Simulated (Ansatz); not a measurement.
Relaxed candidate structures of Ti:

A. P6/mmm (No. 191), hP3; a = b = 4.5679 Å, c = 2.8247 Å, α = β = 90.00°, γ = 120.00°; Ti 1a (0.000, 0.000, 0.000); Ti 2d (0.333, 0.667, 0.500)

B. I4₁/amd, origin choice 1 (No. 141), tI4, AFLOW prototype A_tI4_141_a (A5, as in Sn); a = 4.9493 Å, b = 4.9493 Å, c = 2.8030 Å, α = 90.00°, β = 90.00°, γ = 90.00°; Ti 4a (0.000, 0.000, 0.000)

C. Pm-3m (No. 221), cP1, simple cubic type; a = 2.6262 Å, b = 2.6262 Å, c = 2.6262 Å, α = 90.00°, β = 90.00°, γ = 90.00°; Ti 1a (0.000, 0.000, 0.000)

**Question.** Order them by energy per atom (lowest first) at the level r2SCAN (plane waves to 500 eV, PAW, scalar-relativistic; Ansatz, a quantum-chemistry and plane-wave program).

**Answer.** A (reference, the lowest of the structures calculated here), B (+0.47 eV/atom), C (+0.93 eV/atom)

Probably no minimum, since a slightly shaken restart fell lower: Pm-3m, cP1, simple cubic type (by 0.84 eV/atom, to Fm-3m). Each run could gain symmetry but not lose that of its start, so entries can be saddle points. All of these are generated cells (placed on structure types, drawn at random, substituted or restacked) that were not matched to a known phase here. Static energies at zero pressure. No spin polarisation in the result.
